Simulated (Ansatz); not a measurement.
Data:

NbAs:
```
CELL_PARAMETERS angstrom
      3.18034     0.00000     0.00000
      0.00000     3.18034     0.00000
      0.00000     0.00000     3.18034
ATOMIC_POSITIONS crystal
  Nb 0.00000 0.00000 0.00000
  As 0.50000 0.50000 0.50000
```

This is the PBEsol-relaxed structure.

Q: All from the program Ansatz at the PBEsol level (PAW), unless another level is named. Estimate the electronic character.

A: metallic (no gap).

Q: Give the density of states at the Fermi level.

A: 0.58 states/eV per atom (mean over ±0.08 eV).

Q: What about the gap with spin–orbit coupling?

A: none (metallic).

Space group Pm-3m (CsCl type). The cell is a constructed one: a structure type filled with these elements; neither database checked (COD, Materials Project) lists it. COD files the formula under space group No. 109, so this cell is another polymorph or a model. Its standing as an ambient phase is unchecked. The PBEsol relaxation kept the symmetry of its start; of distortions, only those at the zone centre were tested. The run is not spin-polarised. Scalar-relativistic: spin–orbit coupling is off unless named, which matters more the heavier the elements.

Potentials: the later of the program's two PAW sets.
